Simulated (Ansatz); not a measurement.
**MnHg: energy along a strain**

MnHg, P4/mmm, a = 3.288 Å, c = 3.313 Å (as given, not relaxed at this level: 1.8 GPa). The structure is a COD entry; whether it is the stable form wasn't checked. Ansatz: PBE, PAW, 420 eV, Γ-centred 14×14×14 mesh on 2 atoms, Gaussian smearing 0.15 eV; collinear spin, largest moment 3.8 μB. Cell vectors (Å): 3.288 0.000 0.000; 0.000 3.288 0.000; 0.000 0.000 3.313. The cell is strained by x per cent times the pattern (0 0 0 0 0 1) in the order xx yy zz yz xz xy (engineering shears), with fractional coordinates held. y is the free energy over the start, V0 = 17.908 Å³/atom. Symmetry makes y even in x.

| x (%) | y (meV/atom) |
| --- | --- |
| -4.00 | ? |
| -2.00 | 1.14 |
| 0.00 | 0.00 |
| 0.50 | 0.07 |
| 1.00 | 0.29 |
| 1.50 | 0.64 |
| 2.50 | 1.77 |
| 3.00 | 2.55 |
| 3.50 | 3.47 |

Q: Fit y = c2 x² + c4 x⁴ to the other rows, get the stiffness along the pattern, and predict the missing energy.

A: Least squares on the rows shown. y = 0.2845 x² − 0.0001114 x⁴. The clamped-ion stiffness p·C·p = 2 × 2.845 eV × 160.2 / 17.908 Å³ = 51 GPa, which is C66 in these axes (second derivative at the start, which stands under stress). At x = -4.00 the fit asked for gives 4.52 meV/atom. The run gave 4.52 meV/atom, the same to the digits shown.

Only parallel moments were tried here. Spin–orbit coupling is left out, which can shift energies with elements as heavy as these.

Cost: 9 runs of about 8.7 core-minutes in all, on Arm Neoverse V1 (shared hosts).